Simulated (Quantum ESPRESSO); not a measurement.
Kohn-Sham bands of YSi (Cmcm)

```xyz
4
Lattice="0.0000 0.0000 3.8337 -4.2866 0.0000 0.0000 2.1433 -5.2838 0.0000" Properties=species:S:1:pos:R:3 pbc="T T T"
Y      0.0000    -1.4861    -0.9584
Y      0.0000     1.4861     0.9584
Si    -2.1433     0.7981    -0.9584
Si     2.1433    -0.7981     0.9584
```

Materials Project entry mp-9972; symmetrised, unrelaxed at this level. Not found in the COD (Crystallography Open Database) copy used; not checked further. Level: LDA, no spin polarisation, no spin-orbit coupling; pw.x of Quantum ESPRESSO at 58 Ry with PseudoDojo potentials, 8×6×6 k-points, Wannier90. Density: 8×8×8 mesh, cold smearing 0.01 Ry.

### Question
List the Kohn-Sham levels between −8 and 3.0 eV relative to the Fermi level at the high-symmetry points, as a band run of pw.x on that density gives them (levels within 2 meV counted together).

### Answer
```
point  k (reciprocal lattice)                                                                   levels (eV)
-----  ----------------------  ----------------------------------------------------------------------------
Γ           0.000 0.000 0.000         -5.99, -2.81, -2.36, -1.67, -1.28, 0.18, 0.73, 1.70, 2.52, 2.53, 2.99
Y          0.000 0.000 -0.500  -6.65, -2.13, -2.00, -1.88, -1.11, -0.71, 1.37, 1.71, 1.97, 2.20, 2.34, 2.98
C_0       0.000 -0.418 -0.291         -5.42, -4.43, -2.35, -2.16, -1.82, 0.61, 0.62, 1.18, 1.53, 2.04, 2.40
Σ_0        0.000 -0.582 0.291         -5.42, -4.43, -2.35, -2.16, -1.82, 0.61, 0.62, 1.18, 1.53, 2.04, 2.40
Z           0.500 0.000 0.000                     -7.99 (×2), -2.97 (×2), -2.12 (×2), -0.99 (×2), 2.87 (×2)
A_0        0.500 -0.582 0.291                     -7.84 (×2), -3.41 (×2), -2.06 (×2), -0.24 (×2), 2.26 (×2)
E_0       0.500 -0.418 -0.291                     -7.84 (×2), -3.41 (×2), -2.06 (×2), -0.24 (×2), 2.26 (×2)
T          0.500 0.000 -0.500          -7.75 (×2), -3.85 (×2), -1.68 (×2), -0.08 (×2), 1.50 (×2), 1.98 (×2)
S          0.000 -0.500 0.000         -5.42, -4.18, -2.84, -2.34, -1.71, 0.37, 0.79, 1.26, 2.21, 2.37, 2.82
R          0.500 -0.500 0.000                                -7.89 (×2), -3.13 (×2), -2.24 (×2), -0.40 (×2)
```
